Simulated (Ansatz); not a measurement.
MgS:
```
CELL_PARAMETERS angstrom
      0.00000     2.60155     2.60155
      2.60155     0.00000     2.60155
      2.60155     2.60155     0.00000
ATOMIC_POSITIONS crystal
  Mg 0.00000 0.00000 0.00000
  S  0.50000 0.50000 0.50000
```

Relaxed with r²SCAN.

### Question
Give the Bader charges and basin volumes of the independent atoms, r²SCAN in the plane-wave PAW code Ansatz.

### Answer


```
atom  Bader charge (e)  Bader volume (Å³)
----  ----------------  -----------------
Mg1              +1.71                5.6
S2               -1.71               29.6
```

Space group Fm-3m (rock salt). Symmetry was held in the r²SCAN relaxation.

Potentials: the later of the program's two PAW sets.
